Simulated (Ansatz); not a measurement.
Values for one crystal, relaxed and computed with DFT-PBEsol in the program Ansatz with PAW potentials; other levels are named.

```yaml
volume_per_atom: 14.75 Å³
electronic_character: metallic (no gap)
hill_bulk_and_shear_moduli: 244 and 71.0 GPa
debye_temperature_from_the_elastic_constants: 268 K
Elastic constants (relaxed ions, GPa): C11 = 363, C12 = 158, C13 = 210, C33 = 314, C44 = 94.3, C66 = 39.0
Density of states at the Fermi level: 0.55 states/eV per atom (mean over ±0.08 eV)
Poisson's ratio: 0.37
```

Which of these materials gives this?
(A) GaPt3, I4/mcm (Ga on 4b, Pt on 8h, Pt on 4a)
(B) MnSn2, I4/mcm (Mn on 4a, Sn on 8h)
(C) GaNi, CsCl type
(D) FePt, L1₀ or tetragonal B2

A, GaPt3, I4/mcm (Ga on 4b, Pt on 8h, Pt on 4a)

The first step of the workflow began from a Materials Project structure, measured or hypothetical; the Crystallography Open Database copy checked does not list it. COD files the formula under space group No. 127. Whether it is the stable phase at ambient conditions was not checked. The cell was relaxed with PBEsol under the symmetry of its start; whether a distortion lowers the energy is not shown. The run is not spin-polarised. As this level gives no gap, shear constants depend on the k-mesh and smearing (Fermi–Dirac, 0.1 eV here). On the denser mesh and wider smearing of the elastic run this cell carries a stress of 0.3 GPa. Scalar-relativistic: spin–orbit coupling is off unless named, which matters more the heavier the elements.

Potentials: the later of the program's two PAW sets.
